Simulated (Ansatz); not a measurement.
Here is an unrelaxed guess for Si3W2.

```cif
data_structure
_symmetry_space_group_name_H-M 'P 1'
_symmetry_Int_Tables_number 1
_cell_length_a 3.7687
_cell_length_b 3.7687
_cell_length_c 6.2771
_cell_angle_alpha 90.000
_cell_angle_beta 90.000
_cell_angle_gamma 93.862
_cell_volume 88.95
loop_
_atom_site_label
_atom_site_type_symbol
_atom_site_fract_x
_atom_site_fract_y
_atom_site_fract_z
_atom_site_occupancy
Si1 Si 0.00000 0.50000 0.50000 1
Si2 Si 0.50000 0.00000 0.50000 1
Si3 Si 0.00000 0.00000 0.50000 1
W1 W 0.00000 0.50000 0.00000 1
W2 W 0.50000 0.00000 0.00000 1
```

Method: DFT PBE, scalar-relativistic, plane waves, PAW in Ansatz. Settings: cutoff 420 eV, Γ-centred mesh 4×4×4 on the computed 5-atom cell, Gaussian smearing of 0.10 eV; no spin polarisation.

Energies over the elements count from the elements' standard structures at the same level, with no fitted energy shifts.

Question: How far from equilibrium is it?

Answer: The pressure is 32.5 GPa (the mean over three directions, positive in compression), the largest force is 0.00 eV/Å (symmetry fixes the atoms), and the energy is +2.88 eV/atom against the elements. The shortest distance is 1.88 Å.

Question: Is it a good guess?

Answer: A poor one: relaxing gains about 1.5 eV/atom (the start's value is from the coarse mesh, so the gain is rough) in 21 ionic steps and ends at +1.43 eV/atom on the finer mesh. The symmetry stays Cmmm (No. 65). The volume per atom grows by 9.0 %, from 17.8 to 19.4 Å³. The shortest distance goes from 1.88 Å (Si–Si) to 2.30 Å (Si–Si). Conventional cell: a = 5.219 Å, b = 7.599 Å, c = 4.888 Å. Si on a site of symmetry 2/m is surrounded by 2 Si at 2.30 Å, 2 W at 2.44 Å and 2 Si at 2.61 Å; around Si on a site of symmetry mmm lie 4 Si at 2.30 Å; W has 2 Si at 2.44 Å and 2 W at 2.61 Å.

The last run used a 10×10×8 mesh (in the run's order of axes) for its 5-atom cell and Gaussian smearing of 0.10 eV. These runs have no spin–orbit coupling, which can matter for W. The relaxation can't lower the symmetry of the start, and the grade says only how near the guess is to its own end. A structure relaxed within its symmetry needn't be a true minimum. Another cell of Si3W2 relaxed alike, in P-3m1, lies 1.24 eV/atom lower, so this cell isn't the stable form at this level.
